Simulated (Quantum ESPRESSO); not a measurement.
# Band energies of MoS$_{2}$

```
CELL_PARAMETERS angstrom
      1.57689     0.91042     5.99618
     -1.57689     0.91042     5.99618
      0.00000    -1.82084     5.99618
ATOMIC_POSITIONS crystal
  S  0.42007 0.42007 0.42007
  S  0.24619 0.24619 0.24619
  Mo 0.99976 0.99976 0.99976
```

PBEsol (pw.x of Quantum ESPRESSO, ONCV potentials, no spin-orbit coupling); path ΓLB1,BZΓX,QFP1Z,LP; energies in eV from the valence-band maximum.

| k (1/Å) | point | band 9 | band 10 | band 11 | band 12 | band 13 | band 14 | band 15 | band 16 |
|---|---|---|---|---|---|---|---|---|---|
| 0.00 | Γ | -3.41 | -2.31 | -2.31 | -1.39 | -1.07 | 1.93 | 1.93 | 2.37 |
| 0.21 |  | -3.27 | -2.74 | -2.51 | -1.41 | -0.95 | 1.85 | 1.96 | 2.12 |
| 0.53 |  | -3.97 | -3.23 | -2.65 | -1.63 | -1.49 | 1.10 | 1.79 | 2.42 |
| 0.85 |  | -4.88 | -3.84 | -2.23 | -1.91 | -1.87 | 1.43 | 1.55 | 3.17 |
| 1.16 | L | -5.13 | -4.06 | -2.41 | -1.60 | -1.60 | 1.57 | 1.92 | 3.25 |
| 1.53 |  | -5.09 | -3.89 | -3.17 | -2.66 | -1.15 | 1.33 | 2.16 | 2.46 |
| 1.89 | B1 | -5.01 | -4.47 | -3.93 | -2.88 | -0.83 | 1.00 | 2.07 | 2.93 |
| 1.89 | B | -5.01 | -4.47 | -3.93 | -2.88 | -0.83 | 1.00 | 2.07 | 2.93 |
| 2.10 |  | -4.59 | -4.30 | -4.13 | -2.50 | -1.22 | 1.53 | 2.12 | 2.58 |
| 2.42 |  | -4.51 | -4.35 | -3.02 | -2.08 | -1.67 | 1.45 | 1.83 | 2.13 |
| 2.63 |  | -4.52 | -3.63 | -2.82 | -2.00 | -1.37 | 1.41 | 1.67 | 2.13 |
| 2.94 |  | -3.72 | -3.30 | -2.49 | -2.17 | -0.28 | 1.87 | 2.01 | 2.10 |
| 3.16 | Z | -3.43 | -3.43 | -2.26 | -2.26 | 0.00 | 2.07 | 2.07 | 2.18 |
| 3.29 |  | -3.43 | -3.43 | -2.27 | -2.27 | -0.07 | 2.04 | 2.04 | 2.22 |
| 3.68 | Γ | -3.41 | -2.31 | -2.31 | -1.39 | -1.07 | 1.93 | 1.93 | 2.37 |
| 3.97 |  | -3.16 | -2.98 | -2.74 | -1.38 | -0.98 | 1.64 | 1.85 | 2.10 |
| 4.26 |  | -4.12 | -3.62 | -2.71 | -1.59 | -1.42 | 0.85 | 1.70 | 2.10 |
| 4.55 |  | -4.67 | -3.87 | -3.33 | -2.17 | -1.44 | 0.84 | 1.93 | 2.36 |
| 4.84 |  | -4.64 | -4.36 | -3.70 | -2.87 | -0.99 | 1.07 | 2.10 | 2.47 |
| 5.04 | X | -5.07 | -4.48 | -3.82 | -2.96 | -0.82 | 0.97 | 2.09 | 2.90 |
| 5.04 | Q | -5.07 | -4.48 | -3.82 | -2.96 | -0.82 | 0.97 | 2.09 | 2.90 |
| 5.25 |  | -4.63 | -4.13 | -3.98 | -2.87 | -0.99 | 1.30 | 2.39 | 2.78 |
| 5.57 |  | -4.76 | -4.00 | -3.08 | -2.16 | -1.28 | 1.54 | 2.09 | 2.93 |
| 5.67 | F | -4.78 | -3.95 | -3.12 | -1.89 | -1.40 | 1.51 | 2.08 | 2.85 |
| 5.67 | P1 | -4.87 | -3.97 | -2.96 | -1.82 | -1.43 | 1.52 | 2.13 | 2.91 |
| 5.76 |  | -4.81 | -3.93 | -2.97 | -1.87 | -1.47 | 1.48 | 2.16 | 2.83 |
| 6.04 |  | -4.57 | -3.59 | -2.78 | -2.25 | -1.75 | 1.41 | 2.06 | 2.37 |
| 6.31 |  | -4.41 | -3.01 | -2.85 | -2.33 | -1.13 | 1.65 | 1.81 | 2.04 |
| 6.59 |  | -3.65 | -3.33 | -2.42 | -2.20 | -0.22 | 1.92 | 2.04 | 2.11 |
| 6.77 | Z | -3.43 | -3.43 | -2.26 | -2.26 | 0.00 | 2.07 | 2.07 | 2.18 |
| 6.77 | L | -5.13 | -4.06 | -2.41 | -1.60 | -1.60 | 1.57 | 1.92 | 3.25 |
| 7.12 | P | -4.87 | -3.97 | -2.96 | -1.82 | -1.43 | 1.52 | 2.13 | 2.91 |

The PBEsol gap is indirect, 0.73 eV, from Z to 57 % of the way from Γ to X; the smallest direct gap is 1.78 eV.

Spin-orbit splittings are left out.

Geometry relaxed with PBE+D3(BJ).
